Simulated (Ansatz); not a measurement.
InSb:
```xyz
4
Lattice="4.3513 0.0000 0.0000 0.0000 4.3513 0.0000 0.0000 0.0000 7.9422" Properties=species:S:1:pos:R:3 pbc="T T T"
In     0.0000     2.1756     0.0000
In     2.1756     0.0000     3.9711
Sb     0.0000     0.0000     1.9855
Sb     0.0000     0.0000     5.9566
```

Relaxed with PBE. Special points in fractions of this cell's reciprocal vectors: Γ (0.000, 0.000, 0.000); X (0.000, 0.500, 0.000); M (0.500, 0.500, 0.000); Z (0.000, 0.000, 0.500); R (0.000, 0.500, 0.500); A (0.500, 0.500, 0.500).

**Question.** List the band energies nearest the Fermi level at these points for the program Ansatz at the PBE level (PAW).

**Answer.** In eV from the Fermi level; about four levels below and three above (degenerate sets whole), none deeper than 8.9 eV; points with the same levels are listed once.

```json
[
 {"k": "Γ", "below": "-1.73 -1.44 -1.44 -0.89", "above": "0.41 0.41 1.53"},
 {"k": "X", "below": "-5.15 -2.94 -1.45 -0.92", "above": "0.12 0.32 0.71"},
 {"k": "M", "below": "-3.76 -2.53 -2.53 -0.50", "above": "0.45 0.45 0.96"},
 {"k": "Z", "below": "-1.10 -1.10 -0.41 -0.41", "above": "0.88 0.88 3.06 3.06"},
 {"k": "R", "below": "-3.73 -3.57 -2.70 -0.79", "above": "0.41 0.57 0.88"},
 {"k": "A", "below": "-2.78 -2.78 -1.85 -1.85", "above": "0.04 0.04 1.49 1.49"}
]
```

Space group P4_2/mmc. The cell is a constructed one: a structure type filled with these elements; neither database checked (COD, Materials Project) lists it. It is not the phase usual at ambient conditions (space group No. 216). The cell was relaxed with PBE under the symmetry of its start; whether a distortion lowers the energy is not shown. Scalar-relativistic: spin–orbit coupling is off unless named, which matters more the heavier the elements.

Potentials: the later of the program's two PAW sets.
